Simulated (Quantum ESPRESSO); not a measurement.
Band energies of LiBr

```
LiBr
1.0
    4.13469     0.00000     0.00000
   -2.06735     3.58075     0.00000
    0.00000     0.00000     6.61479
Li Br
2 2
Direct
  0.66667   0.33333   0.87805
  0.33333   0.66667   0.37805
  0.66667   0.33333   0.49695
  0.33333   0.66667   0.99695
```

PBEsol (pw.x of Quantum ESPRESSO, ONCV potentials, without SOC); path ΓMKΓALHA,LM,KH; energies in eV from the valence-band maximum.

```csv
k (1/Å),point,band 6,band 7,band 8,band 9,band 10,band 11,band 12,band 13
0.00,Γ,-0.46,-0.46,-0.09,-0.09,0.00,4.83,6.81,8.54
0.22,,-0.72,-0.56,-0.39,-0.13,-0.05,5.24,7.18,8.44
0.44,,-1.31,-0.96,-0.78,-0.24,-0.22,6.03,7.48,8.14
0.77,,-1.54,-1.39,-1.02,-0.62,-0.39,6.62,6.88,7.71
0.88,M,-1.58,-1.32,-1.03,-0.68,-0.40,6.70,6.74,7.72
1.00,,-1.56,-1.31,-1.08,-0.70,-0.48,6.76,6.94,7.70
1.38,K,-1.39,-1.39,-1.09,-0.96,-0.96,6.52,8.55,8.92
1.61,,-1.57,-1.28,-1.14,-0.84,-0.66,6.78,7.78,8.43
1.95,,-1.22,-1.16,-0.66,-0.35,-0.23,6.17,7.88,8.14
2.17,,-0.71,-0.62,-0.36,-0.14,-0.06,5.26,7.21,8.43
2.40,Γ,-0.46,-0.46,-0.09,-0.09,0.00,4.83,6.81,8.54
2.75,,-0.87,-0.35,-0.35,-0.21,-0.21,5.75,6.50,8.64
2.87,A,-1.31,-0.28,-0.28,-0.28,-0.28,6.18,6.18,8.78
2.97,,-1.31,-0.32,-0.32,-0.29,-0.29,6.23,6.23,8.63
3.26,,-1.49,-0.65,-0.65,-0.48,-0.48,6.53,6.53,8.44
3.46,,-1.80,-0.70,-0.70,-0.63,-0.63,6.38,6.38,8.56
3.75,L,-2.07,-0.74,-0.74,-0.67,-0.67,6.19,6.19,8.49
3.95,,-2.00,-1.04,-1.04,-0.54,-0.54,6.52,6.52,8.58
4.26,H,-1.73,-1.57,-1.57,-0.47,-0.47,7.37,7.37,7.86
4.44,,-1.84,-1.33,-1.33,-0.49,-0.49,7.05,7.05,8.24
4.62,,-1.78,-1.02,-1.02,-0.54,-0.54,6.80,6.80,8.46
4.90,,-1.45,-0.65,-0.65,-0.47,-0.47,6.61,6.61,8.31
5.08,,-1.33,-0.41,-0.41,-0.33,-0.33,6.35,6.35,8.47
5.27,A,-1.31,-0.28,-0.28,-0.28,-0.28,6.18,6.18,8.78
5.27,L,-2.07,-0.74,-0.74,-0.67,-0.67,6.19,6.19,8.49
5.51,,-1.80,-1.07,-0.95,-0.57,-0.50,6.19,6.63,8.60
5.74,M,-1.58,-1.32,-1.03,-0.68,-0.40,6.70,6.74,7.72
5.74,K,-1.39,-1.39,-1.09,-0.96,-0.96,6.52,8.55,8.92
5.93,,-1.55,-1.55,-1.19,-0.75,-0.75,6.80,8.14,8.14
6.22,H,-1.73,-1.57,-1.57,-0.47,-0.47,7.37,7.37,7.86
```

The PBEsol gap is direct, 4.83 eV at Γ.

Spin-orbit splittings are left out.

Geometry relaxed with PBEsol.

This is not the ordinary phase of the substance; no match was found in the copy of COD used, and its stability was not checked.
